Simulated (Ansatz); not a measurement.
SnS2:
```cif
data_S6Sn3
_chemical_formula_sum 'Sn3 S6'
_space_group_name_H-M_alt 'R-3m :H'
_space_group_IT_number 166
_space_group_name_Hall '-R 3 2"'
_cell_length_a 3.70246
_cell_length_b 3.70246
_cell_length_c 21.27007
_cell_angle_alpha 90.000
_cell_angle_beta 90.000
_cell_angle_gamma 120.000
loop_
_atom_site_label
_atom_site_type_symbol
_atom_site_symmetry_multiplicity
_atom_site_Wyckoff_symbol
_atom_site_fract_x
_atom_site_fract_y
_atom_site_fract_z
_atom_site_occupancy
Sn1 Sn 3 a 0.00000 0.00000 0.00000 1
S1 S 6 c 0.00000 0.00000 0.26385 1
```
(The calculation used a cell of 3 atoms; values per cell refer to that cell.)

This is the PBE-relaxed structure.

Task: All from plane-wave PAW PBE (Ansatz code), unless another level is named. Predict the hole effective mass.

Result: 0.27, 2.1, 16 mₑ (principal values).

Task: And the electron effective mass?

Result: 0.26, 0.70, 1.7 mₑ (principal values).

Task: Next, the formation energy from the elements (no fitted shifts)?

Result: -0.38 eV/atom.

Task: Give the weight of the conduction-edge state by species (Voronoi cells).

Result: S 68 %, Sn 32 %.

The cell is a constructed one: a structure type filled with these elements; neither database checked (COD, Materials Project) lists it. It is not the phase usual at ambient conditions (space group No. 164). Symmetry was held in the PBE relaxation; its stability against distortions is not shown here. A crystal of weakly bound layers computed without a dispersion correction: the cell and the soft elastic constants depend strongly on that. The references are the lowest solids computed at this level, not always the standard phases. Spin–orbit coupling is left out wherever it is not named.

Potentials: the later of the program's two PAW sets.

Edges and masses are those of Kohn–Sham bands, whose gap is no quasiparticle gap.
